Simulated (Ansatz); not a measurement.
Ru₂C in space group P-3m1 (No. 164; C on 1a, Ru on 2d) under volume change, DFT-PBE in the program Ansatz with PAW potentials, shape and atoms relaxed at each volume.

| V (Å³/atom) | E − E(relaxed) (meV/atom) | P (GPa) |
|---|---|---|
| 10.344 | 94.5 | 32.70 |
| 10.685 | 39.2 | 19.67 |
| 11.026 | 9.1 | 8.90 |
| 11.366 | 0.0 | -0.01 |
| 11.707 | 8.0 | -7.23 |
| 12.048 | 29.7 | -12.93 |
| 12.389 | 62.2 | -17.45 |

### Question
What does a third-order Birch–Murnaghan fit give for V₀, B₀ and B′?

### Answer
V₀ = 11.37 Å³/atom, B₀ = 263 GPa, B′ = 5.9.

The cell is a constructed one: a structure type filled with these elements; neither database checked (COD, Materials Project) lists it. Its standing as an ambient phase is unchecked. The PBE relaxation kept the symmetry of its start; its stability against distortions is not shown here. The run is not spin-polarised.

Potentials: the earlier of the program's two PAW sets.
